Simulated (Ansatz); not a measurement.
Cr₃C₂ in space group Cmcm (No. 63; Cr on 4c, Cr on 8f, C on 4c, C on 4b) at seven volumes, PBEsol (plane waves, PAW; program Ansatz), shape and atoms relaxed at each. One row is withheld.

| V (Å³/atom) | P (GPa) |
|---|---|
| 7.895 | 38.89 |
| 8.156 | 23.81 |
| 8.416 | 10.95 |
| 8.676 | 0.01 |
| 8.937 | ? |
| 9.197 | -17.21 |
| 9.457 | -23.89 |

Fit the shown pressures and predict the withheld one.

Third-order Birch–Murnaghan: P = (3/2)B₀(x^(7/2) − x^(5/2))[1 + (3/4)(B′ − 4)(x − 1)] with x = (V₀/V)^(2/3). Least squares on the six rows gives V₀ = 8.677 Å³/atom, B₀ = 335.1 GPa, B′ = 4.36. At V = 8.937, x = 0.9805 and P = -9.28 GPa. The run itself gave -9.30 GPa.

The first step of the workflow began from a Materials Project structure, measured or hypothetical; the Crystallography Open Database copy checked does not list it. COD files the formula under space group No. 62. Its standing as an ambient phase is unchecked. The cell was relaxed with PBEsol under the symmetry of its start; whether a distortion lowers the energy is not shown. No spin polarisation was allowed.

Potentials: the later of the program's two PAW sets.
